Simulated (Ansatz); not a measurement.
Li$_{4}$Ge$_{2}$B:
```cif
data_BGe2Li4
_chemical_formula_sum 'Ge2 B1 Li4'
_space_group_name_H-M_alt 'P 1'
_space_group_IT_number 1
_cell_length_a 7.09178
_cell_length_b 7.09178
_cell_length_c 7.09178
_cell_angle_alpha 32.833
_cell_angle_beta 32.833
_cell_angle_gamma 32.833
loop_
_space_group_symop_operation_xyz
  'x, y, z'
loop_
_atom_site_label
_atom_site_type_symbol
_atom_site_fract_x
_atom_site_fract_y
_atom_site_fract_z
_atom_site_occupancy
Ge1 Ge 0.42586 0.42586 0.42586 1
Ge2 Ge 0.25364 0.25364 0.25364 1
B1 B 0.14152 0.14152 0.14152 1
Li1 Li 0.83622 0.83622 0.83622 1
Li2 Li 0.68875 0.68875 0.68875 1
Li3 Li 0.97494 0.97494 0.97494 1
Li4 Li 0.55117 0.55117 0.55117 1
```

Relaxed with r²SCAN.

### Question
Tabulate the valence density and the electron localisation function along the shortest B–Li contact (2.38 Å), the program Ansatz at the r²SCAN level (PAW).

### Answer


```csv
distance from B (Å),density (e/Å³),ELF
0.24,0.41,0.03
0.36,0.53,0.14
0.48,0.57,0.35
0.60,0.54,0.54
0.71,0.46,0.65
0.83,0.37,0.68
0.95,0.29,0.67
1.07,0.23,0.61
1.19,0.18,0.52
1.31,0.15,0.34
1.43,0.12,0.13
1.55,0.11,0.04
1.67,0.13,0.03
1.79,0.36,0.10
1.91,1.29,0.55
2.02,3.29,0.94
2.14,6.04,0.98
```

The density is the valence pseudo-density with augmentation charge, so density and ELF within about 1 Å of a nucleus are not all-electron values.

Space group R3m. The workflow started from an entry of the Crystallography Open Database (COD, 293 K). Whether it is the stable phase at ambient conditions was not checked. The r²SCAN relaxation kept the symmetry of its start; whether a distortion lowers the energy is not shown.

Potentials: the later of the program's two PAW sets.
